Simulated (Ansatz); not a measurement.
One starting cell of CdS (a generated trial cell of CdS in the 6H structure type) was relaxed twice with Ansatz (plane waves, PAW, scalar-relativistic): with r2SCAN at 500 eV and with PBE at 420 eV. The r2SCAN result:

```
CdS
1.0
    4.15950     0.00000     0.00000
   -2.07975     3.60223     0.00000
    0.00000     0.00000    20.34483
Cd S
6 6
Cartesian
  0.00000   0.00000  20.34048
  0.00000   0.00000  10.16807
  2.07975   1.20074  16.95319
  0.00000   2.40149   6.78078
  2.07975   1.20074   3.38893
  0.00000   2.40149  13.56135
  0.00000   0.00000  17.79380
  0.00000   0.00000   7.62139
  2.07975   1.20074  14.40560
  0.00000   2.40149   4.23319
  2.07975   1.20074   0.84154
  0.00000   2.40149  11.01395
```

```
quantity                          r2SCAN    PBE
--------------------------------  ------  -----
space group                        P6₃mc  P6₃mc
volume (Å³/atom)                   25.40    [?]
a (Å)                              4.160    [?]
c (Å)                             20.345    [?]
gap (eV, no spin-orbit coupling)    1.57    [?]
```

### Question
Fill in the PBE column.

### Answer

- volume (Å³/atom), PBE: 26.03
- a (Å), PBE: 4.193
- c (Å), PBE: 20.518
- gap (eV, no spin-orbit coupling), PBE: 1.06

Both levels end in the same structure; PBE's volume is 2.5 % larger; its gap is 0.51 eV smaller. Neither column is exact.

No spin polarisation in the result.

The run could not lose the symmetry of its start.

The first start was generated by placing the elements on the sites of a structure type. A measured structure of CdS has the same space group, P6₃mc (No. 186); the sites were not compared with it.

Ansatz is a program for electronic structure.
